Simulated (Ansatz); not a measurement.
Si in space group I4_132 (No. 214; Si on 8a), a = b = c = 6.3869 Å, α = β = γ = 90.00°; the cell used has 4 atoms.

Relaxed with plane-wave PAW r²SCAN (Ansatz code). Indices refer to the conventional cell of I4_132, a = 6.387 Å, b = 6.387 Å, c = 6.387 Å, α = 90.00°, β = 90.00°, γ = 90.00°.

Task: Simulate the powder diffraction pattern (Co Kα, λ = 1.79026 Å; lines above 1 %) up to 2θ = 90°.

Result: Simulated powder pattern, Co Kα, λ = 1.79026 Å (kinematic, ideal powder, no thermal factors, no anomalous dispersion; the 30 strongest lines at most, above 1 %, up to 2θ = 90°):

| 2θ (°) | d (Å) | I/Imax (%) | hkl |
|---|---|---|---|
| 22.86 | 4.516 | 100 | (110) |
| 40.16 | 2.607 | 41 | (211) |
| 52.62 | 2.020 | 18 | (310) |
| 58.09 | 1.844 | 18 | (222) |
| 63.26 | 1.707 | 21 | (321) |
| 68.20 | 1.597 | 8.5 | (400) |
| 72.97 | 1.505 | 11 | (411)+(330) |
| 82.20 | 1.362 | 5.3 | (332) |

The start of the workflow was typed in or built on a structure type; neither database checked (COD, Materials Project) lists it. It is not the phase usual at ambient conditions (space group No. 227). Symmetry was held in the r²SCAN relaxation. At this level the phase is mechanically unstable.

Potentials: the later of the program's two PAW sets.
